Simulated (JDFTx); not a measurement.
- surface: CdS(1 0 -1 0), Cd/S outermost, slab composition Cd8S8
- bulk: CdS, P6_3mc, lattice of mp-672 (not re-optimised)
- slab: 16 atoms in 8 planes, 1x1, 12.0 Å between the outermost planes
- in-plane cell: 4.169 × 6.780 Å, 28.26 Å²
- cell height: 28.0 Å
- sampling: 4×4×1 k mesh, Fermi smearing 0.003 Ha, no spin polarisation

Whether this polymorph is the ambient one wasn't checked.

Method: PBE, GBRV ultrasoft potentials, plane waves to 20/100 Ha, in JDFTx (a modified build). Vacuum. The outer atoms relax from bulk positions, keeping the cell's symmetry; the lattice is not PBE's own optimum in this code, and that strain can shift the moves by a few hundredths of an ångström. Input:

```
lattice \
  7.8779655739 0.0000000000 0.0000000000 \
  0.0000000000 12.8116250290 0.0000000000 \
  0.0000000000 0.0000000000 52.9123314895
coords-type Lattice
ion Cd 0.0000000000 0.9997800000 -0.2149000720 1
ion Cd 0.5000000000 0.4997800000 -0.1719200580 1
ion Cd 0.5000000000 0.9997800000 -0.0859600290 0
ion Cd 0.0000000000 0.4997800000 -0.0429800140 0
ion Cd 0.0000000000 0.9997800000 0.0429800140 0
ion Cd 0.5000000000 0.4997800000 0.0859600290 0
ion Cd 0.5000000000 0.9997800000 0.1719200580 1
ion Cd 0.0000000000 0.4997800000 0.2149000720 1
ion S 0.0000000000 0.6232200000 -0.2149000720 1
ion S 0.5000000000 0.1232200000 -0.1719200580 1
ion S 0.5000000000 0.6232200000 -0.0859600290 0
ion S 0.0000000000 0.1232200000 -0.0429800140 0
ion S 0.0000000000 0.6232200000 0.0429800140 0
ion S 0.5000000000 0.1232200000 0.0859600290 0
ion S 0.5000000000 0.6232200000 0.1719200580 1
ion S 0.0000000000 0.1232200000 0.2149000720 1
ion-species pseudo/cd_pbe_v1.upf
ion-species pseudo/s_pbe_v1.4.upf
elec-cutoff 20 100
elec-ex-corr gga-PBE
coulomb-interaction Slab 001
coulomb-truncation-embed 0 0 0
kpoint-folding 4 4 1
elec-smearing Fermi 0.003
lcao-params 10
elec-n-bands 82
converge-empty-states yes
electronic-scf nIterations 100 energyDiffThreshold 1e-07
ionic-minimize nIterations 10 energyDiffThreshold 1e-5 knormThreshold 4e-4
dump-name vac.$VAR
dump End State Ecomponents EigStats BandEigs Forces ElecDensity IonicPositions Fillings Kpoints Dtot
```

### Question
How far do the free atoms of the upper face move along the normal, and how much energy is released?

### Answer
S (atom 16) 0.24 Å, Cd (atom 8) -0.42 Å, Cd (atom 7) 0.13 Å, S (atom 15) 0.02 Å (positive: outward). The free energy falls by 0.808 eV per cell, 229 mJ/m².
